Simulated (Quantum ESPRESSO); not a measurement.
Pd2Hf2Ru3Mo, input and log of a self-consistent run

Computed values, not a measurement. The program is pw.x of Quantum ESPRESSO 7.5 (plane-wave density functional theory). The cell is made up: eight metal atoms on a hexagonal close-packed lattice, with elements, volume, strain and displacements drawn at random and not relaxed, so it may be unstable or far from any real phase. PseudoDojo standard norm-conserving files set the functional (PBE unless stated); there is no spin polarisation or spin-orbit coupling, the Fermi-Dirac width of 0.25 eV means electrons at about 2900 K, and the masses in the input are unused placeholders. Heavy elements are run without spin-orbit coupling, which real alloys of them have. A spin test at this wide smearing found no moment, but such smearing suppresses magnetism that the real alloy may have.

Input:

```
&control calculation='scf', pseudo_dir='./dojo.nc.sr.pbe.v0_5.standard.upf', outdir='./o', disk_io='minimal', tprnfor=.true., tstress=.true. /
&system ibrav=0, nat=8, ntyp=4, nbnd=79, ecutwfc=84.00895049, nosym=.true., tot_charge=0,
 occupations='smearing', smearing='fd', degauss=0.0183746611
/
&electrons conv_thr=1.470e-08, electron_maxstep=70, mixing_beta=0.5 /
ATOMIC_SPECIES
Hf 1.0 Hf.upf
Mo 1.0 Mo.upf
Pd 1.0 Pd.upf
Ru 1.0 Ru.upf
CELL_PARAMETERS angstrom
2.8165 0.0091 0.0068
1.389 -2.4099 -4.7244
1.4206 7.4358 -4.8214
ATOMIC_POSITIONS angstrom
Pd 0.0023 0.0093 -0.0462
Hf 1.4338 2.5313 -4.8255
Hf 1.3586 -0.8229 -2.4027
Ru 2.8187 1.6904 -7.1216
Ru 2.7916 4.9603 -4.8044
Mo 2.8356 0.036 -4.7196
Pd 2.8388 1.7003 -2.3601
Ru 4.2339 4.2602 -7.2052
K_POINTS automatic
9 5 3 1 1 1
```

The log is shortened where brackets say so; the opening notice, blank lines, dates and the lines on written files are dropped, and the path of the files is cut. It prints rydbergs, bohrs and kilobars, and counts compression as positive stress. Its total energy is the free energy E - TS of the whole cell.

```
     Program PWSCF v.7.5
     Parallel version (MPI & OpenMP), running on       4 processor cores
     Number of MPI processes:                 4
     Threads/MPI process:                     1
     [start-up lines left out]
     bravais-lattice index     =            0
     lattice parameter (alat)  =       5.3225  a.u.
     unit-cell volume          =     889.1696 (a.u.)^3
     number of atoms/cell      =            8
     number of atomic types    =            4
     number of electrons       =       122.00
     number of Kohn-Sham states=           79
     kinetic-energy cutoff     =      84.0090  Ry
     charge density cutoff     =     336.0358  Ry
     scf convergence threshold =      1.5E-08
     mixing beta               =       0.5000
     number of iterations used =            8  plain     mixing
     Exchange-correlation= PBE
                           (   1   4   3   4   0   0   0)
     [axes and pseudopotential details left out]
   Cartesian axes
     site n.     atom                  positions (alat units)
         1        Pd     tau(   1) = (   0.0008166   0.0033019  -0.0164032  )
         2        Hf     tau(   2) = (   0.5090674   0.8987323  -1.7132827  )
         3        Hf     tau(   3) = (   0.4823678  -0.2921688  -0.8530731  )
         4        Ru     tau(   4) = (   1.0007730   0.6001726  -2.5285077  )
         5        Ru     tau(   5) = (   0.9911512   1.7611431  -1.7057912  )
         6        Mo     tau(   6) = (   1.0067733   0.0127817  -1.6756832  )
         7        Pd     tau(   7) = (   1.0079094   0.6036876  -0.8379481  )
         8        Ru     tau(   8) = (   1.5032365   1.5125742  -2.5581897  )
     number of k points=    68  Fermi-Dirac smearing, width (Ry)=  0.0184
                       cart. coord. in units 2pi/alat
        k(    1) = (   0.0556237   0.0183740  -0.0526353), wk =   0.0296296
        k(    2) = (   0.0560029  -0.1713834   0.0442707), wk =   0.0296296
     [further k points left out]
     Dense  grid:    92573 G-vectors     FFT dimensions: (  32,  64, 100)
     Estimated max dynamical RAM per process >     413.47 MB
     Estimated total dynamical RAM >       1.55 GB
     Initial potential from superposition of free atoms
     starting charge     121.9922, renormalised to     122.0000
     Starting wfcs are   78 randomized atomic wfcs +    1 random wfcs
     total cpu time spent up to now is        6.6 secs
     per-process dynamical memory:   330.9 Mb
     Self-consistent Calculation
     iteration #  1     ecut=    84.01 Ry     beta= 0.50
     Davidson diagonalization with overlap
     ethr =  1.00E-02,  avg # of iterations =  3.0
     total cpu time spent up to now is       25.6 secs
     total energy              =   -1504.40275298 Ry
     estimated scf accuracy    <      16.23173361 Ry
     iteration #  2     ecut=    84.01 Ry     beta= 0.50
     Davidson diagonalization with overlap
     ethr =  1.00E-02,  avg # of iterations =  3.0
     total cpu time spent up to now is       50.6 secs
     total energy              =   -1497.25011497 Ry
     estimated scf accuracy    <     224.90245671 Ry
     iteration #  3     ecut=    84.01 Ry     beta= 0.50
     Davidson diagonalization with overlap
     ethr =  1.00E-02,  avg # of iterations =  4.1
     total cpu time spent up to now is       74.2 secs
     total energy              =   -1512.52193717 Ry
     estimated scf accuracy    <      61.68593354 Ry
     iteration #  4     ecut=    84.01 Ry     beta= 0.50
     Davidson diagonalization with overlap
     ethr =  1.00E-02,  avg # of iterations =  2.4
     total cpu time spent up to now is       94.1 secs
     total energy              =   -1514.21029612 Ry
     estimated scf accuracy    <      21.99083216 Ry
     iteration #  5     ecut=    84.01 Ry     beta= 0.50
     Davidson diagonalization with overlap
     ethr =  1.00E-02,  avg # of iterations =  1.1
     total cpu time spent up to now is      111.3 secs
     total energy              =   -1514.90496356 Ry
     estimated scf accuracy    <       5.85971479 Ry
     [iterations 6 to 18 left out]
     iteration # 19     ecut=    84.01 Ry     beta= 0.50
     Davidson diagonalization with overlap
     ethr =  2.36E-09,  avg # of iterations =  1.1
     total cpu time spent up to now is      360.1 secs
     total energy              =   -1514.74452406 Ry
     estimated scf accuracy    <       0.00000412 Ry
     iteration # 20     ecut=    84.01 Ry     beta= 0.50
     Davidson diagonalization with overlap
     ethr =  2.36E-09,  avg # of iterations =  1.4
     total cpu time spent up to now is      377.4 secs
     total energy              =   -1514.74452382 Ry
     estimated scf accuracy    <       0.00001431 Ry
     iteration # 21     ecut=    84.01 Ry     beta= 0.50
     Davidson diagonalization with overlap
     ethr =  2.36E-09,  avg # of iterations =  1.0
     total cpu time spent up to now is      394.4 secs
     total energy              =   -1514.74452439 Ry
     estimated scf accuracy    <       0.00000008 Ry
     iteration # 22     ecut=    84.01 Ry     beta= 0.50
     Davidson diagonalization with overlap
     ethr =  6.18E-11,  avg # of iterations =  2.0
     total cpu time spent up to now is      413.9 secs
     total energy              =   -1514.74452440 Ry
     estimated scf accuracy    <       0.00000007 Ry
     iteration # 23     ecut=    84.01 Ry     beta= 0.50
     Davidson diagonalization with overlap
     ethr =  5.90E-11,  avg # of iterations =  1.0
     total cpu time spent up to now is      431.0 secs
     End of self-consistent calculation
     [lines on levels left out]
!    total energy              =   -1514.74452440 Ry
     estimated scf accuracy    <          2.2E-09 Ry
     smearing contrib. (-TS)   =      -0.13289528 Ry
     internal energy E=F+TS    =   -1514.61162913 Ry
     The total energy is F=E-TS. E is the sum of the following terms:
     one-electron contribution =    -393.02898426 Ry
     hartree contribution      =     268.90001180 Ry
     xc contribution           =    -264.66617289 Ry
     ewald contribution        =   -1125.81648377 Ry
     convergence has been achieved in  23 iterations
     Forces acting on atoms (cartesian axes, Ry/au):
     atom    1 type  3   force =    -0.00121011   -0.00820421    0.01348388
     atom    2 type  1   force =    -0.00159612    0.02833795    0.00495010
     atom    3 type  1   force =     0.00832171   -0.00422185    0.03986999
     atom    4 type  4   force =    -0.00204649    0.03149329   -0.01015167
     atom    5 type  4   force =     0.00646804    0.00251152    0.00634921
     atom    6 type  2   force =    -0.00523345   -0.01265075   -0.06656369
     atom    7 type  3   force =    -0.00054988    0.00682862   -0.00040829
     atom    8 type  4   force =    -0.00415369   -0.04409457    0.01247048
     Total force =     0.103572     Total SCF correction =     0.000282
     Computing stress (Cartesian axis) and pressure
          total   stress  (Ry/bohr**3)                   (kbar)     P=      -25.51
   0.00026223  -0.00004879  -0.00001335           38.57       -7.18       -1.96
  -0.00004879  -0.00013455   0.00010335           -7.18      -19.79       15.20
  -0.00001335   0.00010335  -0.00064785           -1.96       15.20      -95.30
     init_run     :      6.16s CPU      6.45s WALL (       1 calls)
     electrons    :    415.86s CPU    424.41s WALL (       1 calls)
     forces       :      2.39s CPU      2.42s WALL (       1 calls)
     stress       :      8.18s CPU      8.19s WALL (       1 calls)
     [timing details left out]
     PWSCF        :   7m12.76s CPU   7m21.65s WALL
     JOB DONE.
```

In other units: free energy -20609.149 eV for the cell, pressure -2.55 GPa, largest force component 1.711 eV/Å in size. The run took 444 s of wall time with four MPI processes on a shared machine (Intel Xeon, 2023 or later, virtual cores), so the time is rough. A rerun of this cell at a higher cutoff and on a denser mesh moved values by no more than 0.003 eV in energy, 0.03 GPa in stress and 0.009 eV/Å in force, and a second program with other atomic files agreed on that cell to 2 % rms in force and 0.5 GPa in pressure.